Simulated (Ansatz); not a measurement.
Data:

Mg$_{2}$Si:
```
Mg2Si
1.0
    0.00000     3.13003     3.13003
    3.13003     0.00000     3.13003
    3.13003     3.13003     0.00000
Si Mg
1 2
Direct
  0.00000   0.00000   0.00000
  0.25000   0.25000   0.25000
  0.75000   0.75000   0.75000
```

This is the LDA-relaxed structure.

Q: All from LDA (plane waves, PAW; program Ansatz), unless another level is named. Predict the electron effective mass.

A: 0.19, 0.19, 0.58 mₑ (principal values).

Q: What about the hole effective mass, band 3 of 3 at the edge?

A: 0.15 along [100], 0.11 along [110], 0.096 along [111] (mₑ).

Q: And the smallest direct gap on the standard path?

A: 1.99 eV.

Q: And the weight of the valence-edge state by species (Voronoi cells)?

A: Si 69 %, Mg 31 %.

Q: And the valence-band maximum?

A: at Γ.

Space group Fm-3m (fluorite or antifluorite type). The cell was relaxed with LDA under the symmetry of its start; phonons on a q-mesh show no instability.

Potentials: the later of the program's two PAW sets.
